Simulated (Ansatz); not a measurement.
GaN:
```yaml
crystal:
  lattice:
    - [0.00000, 2.10865, 2.10865]
    - [2.10865, 0.00000, 2.10865]
    - [2.10865, 2.10865, 0.00000]
  atoms:
    - { symbol: Ga, position: [0.00000, 0.00000, 0.00000] }
    - { symbol: N, position: [0.50000, 0.50000, 0.50000] }
```

r²SCAN (plane waves, PAW; program Ansatz) gives a gap of 1.17 eV without spin–orbit coupling, maximum on the K–Γ line, 53 % of the way from K, minimum at X.

Question: What happens when spin–orbit coupling is switched on?

Answer: The gap hardly moves, to 1.17 eV; maximum on the K–Γ line, 53 % of the way from K, minimum at X.

Question: Give the electron effective mass with spin–orbit coupling.

Answer: 0.19, 0.19, 0.46 mₑ (principal values).

Question: Give the hole effective mass with spin–orbit coupling.

Answer: 0.28, 1.1, 4.0 mₑ (principal values).

Space group Fm-3m (rock salt). This is a known high-pressure phase of the composition, computed here at zero pressure and temperature. The r²SCAN relaxation kept the symmetry of its start; phonons on a q-mesh show no instability.

Potentials: the earlier of the program's two PAW sets.
